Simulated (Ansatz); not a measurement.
ZrN:
```
CELL_PARAMETERS angstrom
      0.00000     2.29754     2.29754
      2.29754     0.00000     2.29754
      2.29754     2.29754     0.00000
ATOMIC_POSITIONS crystal
  Zr 0.50000 0.50000 0.50000
  N  0.00000 0.00000 0.00000
```

Relaxed with PBE. Special points in fractions of this cell's reciprocal vectors: Γ (0.000, 0.000, 0.000); X (0.500, 0.000, 0.500); U (0.625, 0.250, 0.625); K (0.375, 0.375, 0.750); L (0.500, 0.500, 0.500); W (0.500, 0.250, 0.750).

**Question.** List the band energies nearest the Fermi level at these points for PBE in the plane-wave PAW code Ansatz.

**Answer.** In eV from the Fermi level; about four levels below and three above (degenerate sets whole), none deeper than 8.9 eV; … stands for higher levels left out; points with the same levels are listed once.

| k | below | above |
|---|---|---|
| Γ | -2.66 -2.66 -2.66 -0.42 -0.42 -0.42 | … |
| X | -4.59 -3.47 -3.18 -3.18 | 3.32 4.46 4.46 |
| U | -5.50 -4.76 -4.46 -0.72 | 3.35 3.62 5.08 |
| L | -7.65 -5.68 -5.68 | 2.97 3.03 3.03 |
| W | -5.42 -4.75 -4.75 | 0.99 0.99 4.48 |

Space group Fm-3m (rock salt). Symmetry was held in the PBE relaxation. No spin polarisation was allowed. With an odd number of electrons in the cell and no spin polarisation, the count alone makes it a metal. Scalar-relativistic: spin–orbit coupling is off unless named, which matters more the heavier the elements.

Potentials: the earlier of the program's two PAW sets.
